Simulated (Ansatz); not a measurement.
Property card for MoRu

MoRu:
```xyz
2
Lattice="2.7233 0.0000 0.0000 -1.3616 2.3584 0.0000 0.0000 0.0000 4.3741" Properties=species:S:1:pos:R:3 pbc="T T T"
Mo     1.3616     0.7861     0.0000
Ru     0.0000     1.5723     2.1870
```

Space group P-6m2 (No. 187); conventional cell a = 2.7233 Å, b = 2.7233 Å, c = 4.3741 Å, α = 90.00°, β = 90.00°, γ = 120.00°.

Method: LDA (plane waves, PAW; program Ansatz). Structure relaxed to zero pressure with the same functional. Other levels are named where they apply.

Cell and energy:

| Quantity | Result |
|---|---|
| Volume per atom | 14.05 Å³ |
| Density | 11.65 g/cm³ |
| Formation energy from the elements (no fitted shifts) | 0.063 eV/atom |

Electronic structure:

| Item | Result |
|---|---|
| Electronic character | metallic (no gap) |
| Density of states at the Fermi level | 0.84 states/eV per atom (mean over ±0.08 eV) |

Mechanics:

| Property | Result |
|---|---|
| Bulk modulus (Birch–Murnaghan fit) | 317 GPa |
| Pressure derivative B′ | 4.4 |
| Elastic constants (relaxed ions, GPa) | C11 = 494, C12 = 257, C13 = 191, C33 = 596, C44 = 128 |
| Mechanical stability | stable (all eigenvalues of C positive) |
| Hill bulk and shear moduli | 318 and 136 GPa |
| Young's modulus | 356 GPa |
| Poisson's ratio | 0.31 |
| Debye temperature from the elastic constants | 471 K |

Phonons:

| Quantity | Result |
|---|---|
| Highest zone-centre frequency | 173 cm⁻¹ |
| Zone-centre stability | no imaginary mode at Γ |

The workflow started from a Materials Project entry (that database holds measured and hypothetical structures alike); the Crystallography Open Database copy checked does not list it. With Mo and Ru taken as one species the cell has the higher symmetry P6_3/mmc, so it may be an ordered model of a mixed-site phase. Whether it is the stable phase at ambient conditions was not checked. The cell was relaxed with LDA under the symmetry of its start. No spin polarisation was allowed. As this level gives no gap, shear constants depend on the k-mesh and smearing (Fermi–Dirac, 0.1 eV here). As this level gives no gap, phonon frequencies hold no LO–TO term and depend on the k-mesh and smearing (Fermi–Dirac, 0.1 eV here). Axis ratios of metals converge slowly with the k-mesh, so a and c are less sure than the volume. On the denser mesh and wider smearing of the elastic run this cell carries a stress of 0.5 GPa. The references are the lowest solids computed at this level, not always the standard phases. Scalar-relativistic: spin–orbit coupling is off unless named, which matters more the heavier the elements.

Potentials: the later of the program's two PAW sets.
